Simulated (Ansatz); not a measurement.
LiNbO3:
Space group R-3c, hexagonal axes (No. 167); a = b = 5.182 Å, c = 13.648 Å, α = β = 90.00°, γ = 120.00°

| atom | site | symmetry | x | y | z |
|---|---|---|---|---|---|
| Li | 6a | 32 | 0.0000 | 0.0000 | 0.2500 |
| Nb | 6b | -3. | 0.0000 | 0.0000 | 0.0000 |
| O | 18e | .2 | 0.6204 | 0.6204 | 0.2500 |
(The calculation used a cell of 10 atoms; values per cell refer to that cell.)

Relaxed with PBEsol. Plane-wave PAW PBEsol (Ansatz code) gives a gap of 2.55 eV.

Problem. What gap does HSE06 give on the same cell (Ansatz, PAW)?

Solution. 3.96 eV, 1.41 eV more. The hybrid was solved on a coarser mesh and at special points; the gap given is the minimum over both.

```json
[
 {"k": "Γ", "v1 PBEsol": "-0.05", "c1 PBEsol": "2.60", "v1 HSE06": "[?]", "c1 HSE06": "[?]"},
 {"k": "T", "v1 PBEsol": "-0.32", "c1 PBEsol": "4.23", "v1 HSE06": "-0.34", "c1 HSE06": "5.76"},
 {"k": "L", "v1 PBEsol": "-0.24", "c1 PBEsol": "4.20", "v1 HSE06": "[?]", "c1 HSE06": "[?]"},
 {"k": "F", "v1 PBEsol": "-0.28", "c1 PBEsol": "2.55", "v1 HSE06": "-0.31", "c1 HSE06": "3.96"},
 {"k": "S0", "v1 PBEsol": "-0.19", "c1 PBEsol": "3.14", "v1 HSE06": "[?]", "c1 HSE06": "[?]"},
 {"k": "H0", "v1 PBEsol": "-0.36", "c1 PBEsol": "3.54", "v1 HSE06": "[?]", "c1 HSE06": "[?]"}
]
```

Problem. Top valence (v1) and lowest conduction level (c1) in eV from each method's valence maximum (which need not be a listed point): supply the withheld HSE06 values.

Solution. 
- Γ, v1 HSE06: -0.06
- Γ, c1 HSE06: 4.01
- S0, v1 HSE06: -0.21
- S0, c1 HSE06: 4.56
- H0, v1 HSE06: -0.39
- H0, c1 HSE06: 4.98
- L, v1 HSE06: -0.26
- L, c1 HSE06: 5.72

Cost on shared cores: the PBEsol run (SCF on a 7×7×7 mesh, then bands and DOS) around 90 core-seconds (rough), the HSE06 run (SCF on 4×4×4, then a few points) about 7 core-minutes (a rough figure); the tasks are unlike.

The workflow started from a Materials Project entry (that database holds measured and hypothetical structures alike); the Crystallography Open Database files this formula in space group No. 167, but the cells were not matched. It is not the phase usual at ambient conditions (space group No. 161). The cell was relaxed with PBEsol under the symmetry of its start; its stability against distortions is not shown here. No spin polarisation was allowed. Spin–orbit coupling is left out wherever it is not named.

Potentials: the later of the program's two PAW sets.
